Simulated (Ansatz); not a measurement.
# In₂Pt: computed property card

In2Pt:
Space group Fm-3m (No. 225); a = b = c = 6.3146 Å, α = β = γ = 90.00°

```json
[
 {"atom": "In", "site": "8c", "symmetry": "-43m", "x": "0.2500", "y": "0.2500", "z": "0.2500"},
 {"atom": "Pt", "site": "4a", "symmetry": "m-3m", "x": "0.0000", "y": "0.0000", "z": "0.0000"}
]
```
(The calculation used a cell of 3 atoms; values per cell refer to that cell.)

Space group Fm-3m (No. 225), fluorite or antifluorite type; conventional cell a = b = c = 6.3146 Å, α = β = γ = 90.00°.

Method: the program Ansatz at the LDA level (PAW). Structure relaxed to zero pressure with the same functional. Other levels are named where they apply.

### Cell and energy

```yaml
volume_per_atom: 20.98 Å³
density: 11.20 g/cm³
Formation energy from the elements (no fitted shifts): -0.51 eV/atom
```

### Electronic structure

```yaml
electronic_character: metallic (no gap)
Density of states at the Fermi level: 0.38 states/eV per atom (mean over ±0.08 eV)
```

### Mechanics

```yaml
Bulk modulus (Birch–Murnaghan fit): 117 GPa
Pressure derivative B′: 5.3
Elastic constants (relaxed ions, GPa): C11 = 155, C12 = 98.2, C44 = 34.2
mechanical_stability: stable (all eigenvalues of C positive)
hill_bulk_and_shear_moduli: 117 and 31.7 GPa
Young's modulus: 87.3 GPa
Poisson's ratio: 0.38
debye_temperature_from_the_elastic_constants: 205 K
```

### Phonons

```yaml
highest_zone_centre_frequency: 145 cm⁻¹
zone_centre_stability: no imaginary mode at Γ
```

The first step of the workflow began from a Materials Project structure, measured or hypothetical; the Crystallography Open Database files this formula in space group No. 225, but the cells were not matched. Its standing as an ambient phase is unchecked. The LDA relaxation kept the symmetry of its start. The run is not spin-polarised. As this level gives no gap, shear constants depend on the k-mesh and smearing (Fermi–Dirac, 0.1 eV here). As this level gives no gap, phonon frequencies hold no LO–TO term and depend on the k-mesh and smearing (Fermi–Dirac, 0.1 eV here). The references are the lowest solids computed at this level, not always the standard phases. Scalar-relativistic: spin–orbit coupling is off unless named, which matters more the heavier the elements.

Potentials: the later of the program's two PAW sets.
